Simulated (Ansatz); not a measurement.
Relaxed-ion elastic tensor of TiAl in space group P-6m2 (No. 187; Ti on 1a, Al on 1d) in GPa (Voigt order), plane-wave PAW LDA (Ansatz code); density 3.95 g/cm³, 15.72 Å³ per atom.

```
 141   119  72.0   0.0   0.0   0.0
 119   141  72.0   0.0   0.0   0.0
72.0  72.0   252   0.0   0.0   0.0
 0.0   0.0   0.0  73.9   0.0   0.0
 0.0   0.0   0.0   0.0  73.9   0.0
 0.0   0.0   0.0   0.0   0.0  10.9
```

Question: Is the crystal mechanically stable?

Answer: Yes: the smallest eigenvalue of C is 10.9 GPa.

Question: Work out the Voigt, Reuss and Hill averages.

Answer: K_V = 118, K_R = 116, K_H = 117; G_V = 49.8, G_R = 22.4, G_H = 36.1 GPa.

Question: Give Young's modulus, Poisson's ratio, Pugh's ratio and the universal anisotropy index.

Answer: E = 9KG/(3K + G) = 98.1 GPa; ν = 0.36; K/G = 3.24 (ductile by the Pugh limit of 1.75); A_U = 5G_V/G_R + K_V/K_R − 6 = 6.15.

Question: Estimate the sound speeds and the Debye temperature.

Answer: v_l = √((K + 4G/3)/ρ) = 6460 m/s, v_t = √(G/ρ) = 3020 m/s, mean 3400 m/s; Θ = (h/k)(3n/4πV)^(1/3) v_m = 404 K.

Question: Solve the Christoffel equation for the three sound speeds along x, y, z.

Answer: Eigenvalues of C_ijkl n_j n_l equal ρv². In km/s, slowest first: x 1.66, 4.32, 5.97; y 1.66, 4.32, 5.97; z 4.32, 4.32, 7.98.

Question: How much does each axis shrink under pressure?

Answer: Linear compressibilities β_i = Σ_j S_ij (j = 1 to 3): x 3.3, y 3.3, z 2.1 per TPa.

The workflow started from a Materials Project entry (that database holds measured and hypothetical structures alike); the Crystallography Open Database copy checked does not list it. With Ti and Al taken as one species the cell has the higher symmetry P6_3/mmc, so it may be an ordered model of a mixed-site phase. It is not the phase usual at ambient conditions (space group No. 123). Symmetry was held in the LDA relaxation; its stability against distortions is not shown here. The run is not spin-polarised. As this level gives no gap, shear constants depend on the k-mesh and smearing (Fermi–Dirac, 0.1 eV here). On the denser mesh and wider smearing of the elastic run this cell carries a stress of 0.4 GPa.

Potentials: the later of the program's two PAW sets.
